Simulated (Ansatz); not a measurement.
Telling polymorphs of La2MgSe4 apart by ¹³⁹La

The numbers come from a DFT calculation in Ansatz (PBE, plane waves and PAW, scalar-relativistic, 420 eV cutoff). Q(¹³⁹La) = 206.0 mb, I = 7/2. The cells come from the Materials Project (computed, not necessarily observed phases), with the atoms as given. Spin–orbit coupling is left out, which moves gradients at and beside heavy atoms (La) by some per cent and at some sites by far more.

(1) Rank the structures by their largest ¹³⁹La |C_Q|, smallest first.
A. Fd-3m, 14 atoms in the cell run; La site: 6 Se at 3.02 Å
B. Pnma, 28 atoms in the cell run; La sites: (1) 6 Se at 3.00–3.05 Å. (2) 6 Se at 2.98–3.07 Å.
C. I-42d, 14 atoms in the cell run; La site: 8 Se at 2.94–3.40 Å

Results:

(1) A (12.0 MHz), B (21.7 MHz), C (48.2 MHz).
